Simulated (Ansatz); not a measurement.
TaSiPt:
```
TaSiPt
1.0
    6.43408     0.00000     0.00000
    0.00000     3.80258     0.00000
    0.00000     0.00000     7.39446
Ta Si Pt
4 4 4
Direct
  0.52564   0.25000   0.83803
  0.47436   0.75000   0.16197
  0.97436   0.75000   0.33803
  0.02564   0.25000   0.66197
  0.77059   0.25000   0.12600
  0.22941   0.75000   0.87400
  0.72941   0.75000   0.62600
  0.27059   0.25000   0.37400
  0.65251   0.25000   0.43124
  0.34749   0.75000   0.56876
  0.84749   0.75000   0.93124
  0.15251   0.25000   0.06876
```

Relaxed with r²SCAN. Special points in fractions of this cell's reciprocal vectors: Γ (0.000, 0.000, 0.000); X (0.500, 0.000, 0.000); S (0.500, 0.500, 0.000); Y (0.000, 0.500, 0.000); Z (0.000, 0.000, 0.500); U (0.500, 0.000, 0.500); R (0.500, 0.500, 0.500); T (0.000, 0.500, 0.500).

List the band energies nearest the Fermi level at these points for DFT-r²SCAN in the program Ansatz with PAW potentials.

In eV from the Fermi level; about four levels below and three above (degenerate sets whole), none deeper than 8.9 eV; points with the same levels are listed once.

| k | below | above |
|---|---|---|
| Γ | -0.85 -0.74 -0.35 -0.13 | 0.61 0.64 0.84 0.84 |
| X | -0.96 -0.96 -0.58 -0.58 | 0.34 0.34 1.34 1.34 |
| S | -1.94 -1.94 -1.94 -1.94 | 0.15 0.15 0.15 0.15 |
| Y | -2.79 -2.79 -1.41 -1.41 | 0.28 0.28 0.47 0.47 |
| Z | -0.81 -0.81 -0.31 -0.31 | 0.03 0.03 1.27 1.27 |
| U | -1.14 -1.14 -0.99 -0.99 | 0.65 0.65 1.11 1.11 |
| R | -0.25 -0.25 -0.25 -0.25 | 1.53 1.53 1.53 1.53 |
| T | -0.16 -0.16 -0.13 -0.13 | 1.63 1.63 1.91 1.91 |

Space group Pnma. The workflow started from a Materials Project entry (that database holds measured and hypothetical structures alike); the Crystallography Open Database copy checked does not list it. Whether it is the stable phase at ambient conditions was not checked. The cell was relaxed with r²SCAN under the symmetry of its start; whether a distortion lowers the energy is not shown. No spin polarisation was allowed. Scalar-relativistic: spin–orbit coupling is off unless named, which matters more the heavier the elements.

Potentials: the later of the program's two PAW sets.
